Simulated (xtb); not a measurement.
xtb single point, GFN2-xTB, GBSA implicit water, on silicon dioxide molecule, SiO2 (SMILES O=[Si]=O), charge 0, multiplicity 1.

```
xtb m.xyz --gfn 2 --chrg 0 --uhf 0 --norestart --sp --gbsa water

3

O     -1.491052     0.000008     0.000000
Si     0.000014    -0.000008    -0.000000
O      1.491052     0.000008    -0.000000
```

It prints:

```

          ...................................................
          :                      SETUP                      :
          :.................................................:
          :  # basis functions                  18          :
          :  # atomic orbitals                  17          :
          :  # shells                            7          :
          :  # electrons                        16          :
          :  max. iterations                   250          :
          :  Hamiltonian                  GFN2-xTB          :
          :  restarted?                      false          :
          :  GBSA solvation                   true          :
          :  PC potential                    false          :
          :  electronic temp.          300.0000000     K    :
          :  accuracy                    1.0000000          :
          :  -> integral cutoff          0.2500000E+02      :
          :  -> integral neglect         0.1000000E-07      :
          :  -> SCF convergence          0.1000000E-05 Eh   :
          :  -> wf. convergence          0.1000000E-03 e    :
          :  Broyden damping             0.4000000          :
          :  net charge                          0          :
          :  unpaired electrons                  0          :
          ...................................................

 iter      E             dE          RMSdq      gap      omega  full diag
   1    -10.0097487 -0.100097E+02  0.314E+01    7.07       0.0  T
   2    -10.0369667 -0.272180E-01  0.226E+01    7.05       1.0  T
   3    -10.0259608  0.110059E-01  0.392E+00    7.99       1.0  T
   4    -10.0413794 -0.154186E-01  0.238E+00    7.49       1.0  T
   5    -10.0410105  0.368877E-03  0.136E+00    8.18       1.0  T
   6    -10.0445507 -0.354016E-02  0.147E-01    7.90       1.0  T
   7    -10.0445580 -0.735526E-05  0.217E-01    7.90       1.0  T
   8    -10.0445903 -0.322545E-04  0.111E-02    7.88       5.2  T
   9    -10.0445903 -0.219964E-07  0.908E-03    7.87       6.4  T
  10    -10.0445904 -0.655142E-07  0.627E-04    7.87      92.1  T
  11    -10.0445904 -0.696733E-09  0.576E-06    7.87   10025.5  T

   *** convergence criteria satisfied after 11 iterations ***

         #    Occupation            Energy/Eh            Energy/eV
      -------------------------------------------------------------
         1        2.0000           -0.8018394             -21.8192
         2        2.0000           -0.6894033             -18.7596
         3        2.0000           -0.5936935             -16.1552
         4        2.0000           -0.5168629             -14.0646
         5        2.0000           -0.5168629             -14.0646
         6        2.0000           -0.5162110             -14.0468
         7        2.0000           -0.5012278             -13.6391
         8        2.0000           -0.5012278             -13.6391 (HOMO)
         9                         -0.2118449              -5.7646 (LUMO)
        10                         -0.2118449              -5.7646
        11                         -0.2005508              -5.4573
        12                         -0.0960012              -2.6123
        13                         -0.0960012              -2.6123
       ...                                ...                  ...
        17                          1.5556545              42.3315
      -------------------------------------------------------------
                  HL-Gap            0.2893829 Eh            7.8745 eV
             Fermi-level           -0.3565363 Eh           -9.7018 eV


         :::::::::::::::::::::::::::::::::::::::::::::::::::::
         ::                     SUMMARY                     ::
         :::::::::::::::::::::::::::::::::::::::::::::::::::::
         :: total energy              -9.961107240308 Eh    ::
         :: total w/o Gsasa/hb        -9.967894383589 Eh    ::
         :: gradient norm              0.001333788216 Eh/a0 ::
         :: HOMO-LUMO gap              7.874510562658 eV    ::
         ::.................................................::
         :: SCC energy               -10.044590390311 Eh    ::
         :: -> isotropic ES            0.033073927401 Eh    ::
         :: -> anisotropic ES          0.016856772847 Eh    ::
         :: -> anisotropic XC         -0.036928736231 Eh    ::
         :: -> dispersion             -0.001087844911 Eh    ::
         :: -> Gsolv                   0.006035601304 Eh    ::
         ::    -> Gelec               -0.000751541977 Eh    ::
         ::    -> Gsasa                0.005375948389 Eh    ::
         ::    -> Ghb                 -0.000446248235 Eh    ::
         ::    -> Gshift               0.001857443127 Eh    ::
         :: repulsion energy           0.083483150002 Eh    ::
         :: add. restraining           0.000000000000 Eh    ::
         :: total charge              -0.000000000000 e     ::
         :::::::::::::::::::::::::::::::::::::::::::::::::::::

           -------------------------------------------------
          |                Property Printout                |
           -------------------------------------------------

    * Orbital Energies and Occupations

         #    Occupation            Energy/Eh            Energy/eV
      -------------------------------------------------------------
         1        2.0000           -0.8018394             -21.8192
         2        2.0000           -0.6894033             -18.7596
         3        2.0000           -0.5936935             -16.1552
         4        2.0000           -0.5168629             -14.0646
         5        2.0000           -0.5168629             -14.0646
         6        2.0000           -0.5162110             -14.0468
         7        2.0000           -0.5012278             -13.6391
         8        2.0000           -0.5012278             -13.6391 (HOMO)
         9                         -0.2118449              -5.7646 (LUMO)
        10                         -0.2118449              -5.7646
        11                         -0.2005508              -5.4573
        12                         -0.0960012              -2.6123
        13                         -0.0960012              -2.6123
        14                          0.1458646               3.9692
        15                          0.1458646               3.9692
        16                          0.5705817              15.5263
        17                          1.5556545              42.3315
      -------------------------------------------------------------
                  HL-Gap            0.2893829 Eh            7.8745 eV
             Fermi-level           -0.3565363 Eh           -9.7018 eV

     #   Z          covCN         q      C6AA      α(0)
     1   8 O        0.771    -0.252    18.967     5.837
     2  14 Si       1.542     0.504   183.286    28.845
     3   8 O        0.771    -0.252    18.967     5.837

 Mol. C6AA /au·bohr⁶  :        471.412867
 Mol. C8AA /au·bohr⁸  :      22705.201820
 Mol. α(0) /au        :         40.518667

Wiberg/Mayer (AO) data.
largest (>0.10) Wiberg bond orders for each atom

 ---------------------------------------------------------------------------
     #   Z sym  total        # sym  WBO       # sym  WBO       # sym  WBO
 ---------------------------------------------------------------------------
     1   8 O    2.421 --     2 Si   2.307     3 O    0.114
     2  14 Si   4.614 --     3 O    2.307     1 O    2.307
     3   8 O    2.421 --     2 Si   2.307     1 O    0.114
 ---------------------------------------------------------------------------


molecular dipole:
                 x           y           z       tot (Debye)
 q only:        0.000      -0.000       0.000
   full:        0.000      -0.000      -0.000       0.000
molecular quadrupole (traceless):
                xx          xy          yy          xz          yz          zz
 q only:       -4.000       0.000       2.000       0.000       0.000       2.000
  q+dip:       -4.213      -0.000       2.106       0.000      -0.000       2.106
   full:       -9.950      -0.000       4.975      -0.000       0.000       4.975

           -------------------------------------------------
          | TOTAL ENERGY               -9.961107240308 Eh   |
          | GRADIENT NORM               0.001333788216 Eh/α |
          | HOMO-LUMO GAP               7.874510562658 eV   |
           -------------------------------------------------
```

The total energy is -271.06 eV, 0.17 eV from the same level's vacuum run.
